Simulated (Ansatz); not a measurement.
# Property card for C

C:
```
CELL_PARAMETERS angstrom
      1.25382     0.72389     6.22472
     -1.25382     0.72389     6.22472
      0.00000    -1.44778     6.22472
ATOMIC_POSITIONS crystal
  C  0.73564 0.73564 0.73564
  C  0.81936 0.81936 0.81936
  C  0.18064 0.18064 0.18064
  C  0.26436 0.26436 0.26436
  C  0.95880 0.95880 0.95880
  C  0.04120 0.04120 0.04120
```

Space group R-3m (No. 166); conventional cell a = b = 2.5076 Å, c = 18.6742 Å, α = β = 90.00°, γ = 120.00°.

Method: r²SCAN in the plane-wave PAW code Ansatz. Structure relaxed to zero pressure with the same functional. Other levels are named where they apply.

**Cell and energy**

Volume per atom: 5.65 Å³
Density: 3.53 g/cm³

**Electronic structure**

Band gap: 4.72 eV (indirect)
Valence-band maximum: at Γ
Conduction-band minimum: off the standard path, at k = (0.203, -0.443, -0.443)
Smallest direct gap on the standard path: 5.46 eV
Electron effective mass: 0.21, 0.77, 1.9 mₑ (principal values)
Hole effective mass, band 1 of 2 at the edge: 0.62 along x, 0.65 along z (mₑ)
Hole effective mass, band 2 of 2 at the edge: 0.25 along x, 0.65 along z (mₑ)
HSE06 gap on the r²SCAN cell: 5.67 eV

**Mechanics**

* **Bulk modulus (Birch–Murnaghan fit)**: 451 GPa
* **Pressure derivative B′**: 3.7
* **Elastic constants (relaxed ions, GPa)**: C11 = 1230, C12 = 93.2, C13 = 24.4, C14 = 15.1, C33 = 1310, C44 = 499
* **Mechanical stability**: stable (all eigenvalues of C positive)
* **Hill bulk and shear moduli**: 451 and 553 GPa
* **Young's modulus**: 1180 GPa
* **Poisson's ratio**: 0.06
* **Debye temperature from the elastic constants**: 2280 K

The start of the workflow was typed in or built on a structure type; the Crystallography Open Database files this formula in space group No. 166, but the cells were not matched. It is not the phase usual at ambient conditions (space group No. 194, 227). Symmetry was held in the r²SCAN relaxation; its stability against distortions is not shown here.

Potentials: the later of the program's two PAW sets.
